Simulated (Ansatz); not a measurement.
AlCo:
```cif
data_AlCo
_chemical_formula_sum 'Co1 Al1'
_space_group_name_H-M_alt 'Pm-3m'
_space_group_IT_number 221
_space_group_name_Hall '-P 4 2 3'
_cell_length_a 2.82258
_cell_length_b 2.82258
_cell_length_c 2.82258
_cell_angle_alpha 90.000
_cell_angle_beta 90.000
_cell_angle_gamma 90.000
loop_
_atom_site_label
_atom_site_type_symbol
_atom_site_symmetry_multiplicity
_atom_site_Wyckoff_symbol
_atom_site_fract_x
_atom_site_fract_y
_atom_site_fract_z
_atom_site_occupancy
Co1 Co 1 a 0.00000 0.00000 0.00000 1
Al1 Al 1 b 0.50000 0.50000 0.50000 1
```

This is the PBEsol-relaxed structure.

Q: All from the program Ansatz at the PBEsol level (PAW), unless another level is named. Predict the Young's modulus.

A: 298 GPa.

Q: Give the elastic constants (relaxed ions, GPa).

A: C11 = 305, C12 = 138, C44 = 153.

The PBEsol relaxation kept the symmetry of its start; of distortions, only those at the zone centre were tested. The workflow began spin-polarised and lost its moments. As this level gives no gap, shear constants depend on the k-mesh and smearing (Fermi–Dirac, 0.1 eV here).

Potentials: the later of the program's two PAW sets.
